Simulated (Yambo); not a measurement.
A G0W0@PBEsol run in Yambo for BaS (rock salt, space group Fm-3m, No. 225) under isotropic strain of -1.5 % on all lattice vectors (4×4×4 Γ-centred k mesh, 148 bands and a 10 Ry block in the screening, 148 bands in G with the Bruneval-Gonze terminator, plasmon pole fitted at 27.2 eV) gives these matrix elements, in eV, at the band edges (Γ → X):

```
state               E0    <Vxc>     <Σx>  <Σc(E0)>      Z
---------------  -----  -------  -------  --------  -----
valence edge     0.000  -12.640  -15.732     1.596  0.789
conduction edge  1.954   -8.348   -4.418    -3.558  0.829
```

### Question
Solve the linearised quasiparticle equation for both states, give the gap, and say how exchange and correlation each act on it.

### Answer
E = E0 + Z(Σx + Σc − Vxc). Valence: 0.000 + 0.789 × (-15.732 + (1.596) − (-12.640)) = -1.18 eV. Conduction: 1.954 + 0.829 × (-4.418 + (-3.558) − (-8.348)) = 2.26 eV. The gap is 3.44 eV, against 1.95 eV in PBEsol. Replacing Vxc by bare exchange alone would open it by 7.02 eV; correlation takes back 5.15 eV of that, and Z scales what is left. Convergence of the G0W0 settings was not tested. 

Geometry strained from the cell relaxed with PBEsol, atoms relaxed again; primitive cell a = b = c = 4.4084 Å, α = β = γ = 60.00°.
